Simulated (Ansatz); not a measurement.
## TiAu: a vibration from a frozen displacement

Theory: DFT PBEsol, scalar-relativistic, plane waves, PAW in Ansatz. Settings: plane waves to 420 eV, k-mesh 14×14×14 (Γ-centred), Gaussian smearing 0.15 eV. Spin–orbit coupling is left out, which matters for the heavy elements here. No spin polarisation. Energies are free energies at this smearing, counted from the undisturbed cell; pressure is positive in compression.

Zero of the scan (as given, not relaxed at this level; it stands at -4.9 GPa, and it needn't be the usual structure):

```
CELL_PARAMETERS angstrom
3.25400 0.00000 0.00000
0.00000 3.25400 0.00000
0.00000 0.00000 3.25400
ATOMIC_POSITIONS crystal
Ti 0.50000 0.50000 0.50000
Au 0.00000 0.00000 0.00000
```

Every Ti atom is moved by x along the Cartesian unit vector (0.000, 1.000, 0.000); the cell and all other atoms stay fixed. The cell's volume is 34.46 Å³; the moved atoms weigh 47.867 u together and the others 196.967 u. Some rows repeat others by symmetry and weren't run.

| x (Å) | ΔE (meV/cell) | total force on the moved atoms along the move (eV/Å) | pressure (GPa) |
| --- | --- | --- | --- |
| -0.1000 | 12.02 | 0.2414 | -4.4989 |
| -0.0875 | 9.19 | 0.2108 | -4.5893 |
| -0.0750 | 6.75 | 0.1803 | -4.6676 |
| -0.0625 | 4.68 | 0.1500 | -4.7337 |
| -0.0500 | 2.99 | 0.1198 | -4.7878 |
| -0.0375 | 1.68 | 0.0897 | -4.8298 |
| -0.0250 | 0.75 | 0.0598 | -4.8598 |
| -0.0125 | 0.19 | 0.0299 | -4.8778 |
| 0.0000 | 0.00 | 0.0000 | -4.8838 |
| 0.0125 | 0.19 | -0.0299 | -4.8778 |
| 0.0250 | 0.75 | -0.0598 | -4.8598 |
| 0.0375 | 1.68 | -0.0897 | -4.8298 |
| 0.0500 | 2.99 | -0.1198 | -4.7878 |
| 0.0625 | 4.68 | -0.1500 | -4.7337 |
| 0.0750 | 6.75 | -0.1803 | -4.6676 |
| 0.0875 | 9.19 | -0.2108 | -4.5893 |
| 0.1000 | 12.02 | -0.2414 | -4.4989 |

What frequency belongs to this motion?

The force constant is k = −dF/dx = 2.392 eV/Å², from the parabola through x = -0.0125, 0 and 0.0125. In every cell the moved atoms swing against the rest, so the mass is μ = m₁m₂/(m₁ + m₂) = 38.509 u, and ν̃ = 521.5 cm⁻¹ × √(|k|/μ) = 130 cm⁻¹, at this cell's pressure of -4.9 GPa. To first order in x, and within 1 %, the force on every atom lies along the move and, within each of the two groups, in proportion to the atom's mass, so this is itself a mode at the zone centre of this cell.

How far does the harmonic law reach?

At x = -0.100 Å, kx²/2 = 11.96 meV against the computed 12.02 meV (+0.5 %): the well is still close to harmonic there.

In a metal these slopes depend on the k mesh and the smearing.